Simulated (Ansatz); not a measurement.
**V2O5: computed property card**

V2O5:
```
CELL_PARAMETERS angstrom
      6.27437     0.00000     0.00000
      0.00000     3.53306     0.00000
     -0.04694     0.00000     7.13411
ATOMIC_POSITIONS crystal
  V  0.74246 0.25000 0.72123
  V  0.25754 0.75000 0.27877
  V  0.19583 0.25000 0.90039
  V  0.80417 0.75000 0.09961
  O  0.73866 0.75000 0.80672
  O  0.26134 0.25000 0.19328
  O  0.03680 0.25000 0.70228
  O  0.96320 0.75000 0.29772
  O  0.43866 0.25000 0.82412
  O  0.56134 0.75000 0.17588
  O  0.14682 0.75000 0.96742
  O  0.85318 0.25000 0.03258
  O  0.67860 0.25000 0.50987
  O  0.32140 0.75000 0.49013
```

Space group P2_1/m (No. 11); conventional cell a = 6.2744 Å, b = 3.5331 Å, c = 7.1343 Å, α = γ = 90.00°, β = 90.38°.

Method: DFT-r²SCAN+D4 in the program Ansatz with PAW potentials. Geometry: relaxed at this level of theory. Other levels are named where they apply.

**Cell and energy**

- Volume per atom: 11.30 Å³
- Density: 3.82 g/cm³
- Formation energy from the elements (no fitted shifts): -2.44 eV/atom

**Electronic structure**

- Band gap: 1.83 eV (indirect)
- Valence-band maximum: on the A–E line, 94 % of the way from A (k = -0.500, 0.469, -0.500 in fractions of the reciprocal vectors)
- Conduction-band minimum: at B (k = 0.000, 0.000, 0.500 in fractions of the reciprocal vectors)
- Smallest direct gap on the standard path: 2.14 eV
- Hole effective mass: 2.3, 2.4, 2.9 mₑ (principal values)
- HSE06 gap on the r²SCAN+D4 cell: 2.92 eV

**Mechanics**

Bulk modulus (Birch–Murnaghan fit): 359 kbar
Pressure derivative B′: 13.4
Elastic constants (relaxed ions, GPa): C11 = 186, C22 = 272, C33 = 41.2, C12 = 64.7, C13 = 15.3, C23 = 33.3, C44 = 28.6, C55 = 32.1, C66 = 73.3, C15 = 5.4, C25 = -0.2, C35 = -5.4, C46 = 3.8
Mechanical stability: stable (all eigenvalues of C positive)
Hill bulk and shear moduli: 59.0 and 44.2 GPa
Young's modulus: 106 GPa
Poisson's ratio: 0.20
Debye temperature from the elastic constants: 498 K

**Dielectric response**

- Electronic dielectric constant ε∞ (DFPT) = 6.33 (xx), 7.29 (yy), 4.31 (zz)
- Static dielectric constant ε0 (ions relaxed, cell fixed) = 32.8 (xx), 47.0 (yy), 6.37 (zz)
- Born charges (a third of the trace) = V +5.59 to +5.78, O -2.91 to -1.17 e

**Phonons**

Highest zone-centre frequency (without LO–TO term): 1112 cm⁻¹
Zone-centre stability: no imaginary mode at Γ

**Charges**

- Bader charges: V +2.31 to +2.33, O -1.14 to -0.65 e

The workflow started from a Materials Project entry (that database holds measured and hypothetical structures alike); the Crystallography Open Database copy checked does not list it. COD files the formula under space group No. 31, 59. Its standing as an ambient phase is unchecked. The r²SCAN+D4 relaxation kept the symmetry of its start. The run is not spin-polarised. No Hubbard U is applied. The references are the lowest solids computed at this level, not always the standard phases (solids in place of the gases).

Potentials: the earlier of the program's two PAW sets. The files were generated under PBE; for other functionals the program regenerates the frozen cores, and for LDA and PBEsol the local potential too.
